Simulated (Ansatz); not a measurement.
The start is a relaxed NbP cell shaken by Gaussian noise of σ = 0.08 Å a coordinate. A full variable-cell relaxation at zero pressure is run with PBEsol (plane waves to 420 eV, PAW, scalar-relativistic; Ansatz, an electronic-structure program). The first steps use a coarse 4×6×5 k-mesh.

The start:
```
NbP
1.0
    5.91060     0.00000     0.00000
    0.00000     4.27693     0.00000
    0.00000     0.00000     4.67924
Nb P
4 4
Cartesian
  1.03561   1.11909   0.74528
  1.91061   3.19497   2.97531
  4.86682   3.43472   3.96175
  4.07850   1.04630   1.65085
  0.21781   1.04411   2.99222
  2.63420   3.34006   0.66998
  5.65217   3.13516   1.59530
  3.26467   0.95485   3.89846
```

| Item | Value |
|---|---|
| Initial pressure | +4 GPa (positive: the cell is compressed) |
| Largest initial force | about 2.9 eV/Å, on Nb3 (atoms numbered as listed) |
| Energy released | 0.10 eV/atom |
| Relative to the parent | It returns to the parent structure, Pnma (No. 62) |
| Shortest distances (start → end) | The closest pairs of elements (up to four, under 3.6 Å), start → end: Nb–P 2.39 → 2.45 Å; P–P 2.47 → 2.64 Å; Nb–Nb 3.01 → 3.10 Å |
| Optimiser moves | 11 |

It ends as:

```cif
data_Nb4P4
_chemical_formula_sum 'Nb4 P4'
_space_group_name_H-M_alt 'Pnma'
_space_group_IT_number 62
_space_group_name_Hall '-P 2ac 2n'
_cell_length_a 5.91060
_cell_length_b 4.27682
_cell_length_c 4.67935
_cell_angle_alpha 90.000
_cell_angle_beta 90.000
_cell_angle_gamma 90.000
loop_
_space_group_symop_operation_xyz
  'x, y, z'
  '-x, -y, -z'
  '-x+1/2, -y, z+1/2'
  'x+1/2, y, -z+1/2'
  'x+1/2, -y+1/2, -z+1/2'
  '-x+1/2, y+1/2, z+1/2'
  '-x, y+1/2, -z'
  'x, -y+1/2, z'
loop_
_atom_site_label
_atom_site_type_symbol
_atom_site_symmetry_multiplicity
_atom_site_Wyckoff_symbol
_atom_site_fract_x
_atom_site_fract_y
_atom_site_fract_z
_atom_site_occupancy
Nb1 Nb 4 c 0.18342 0.25000 0.64930 1
P1 P 4 c 0.04162 0.25000 0.15777 1
```

Final values are on a 8×11×10 k-mesh of the relaxed cell. No spin polarisation in the result.

The relaxed structure here is a generated cell of NbP: the first start was made by placing the elements on the sites of a structure type, and the end was not matched to a known phase here, so it may be hypothetical.
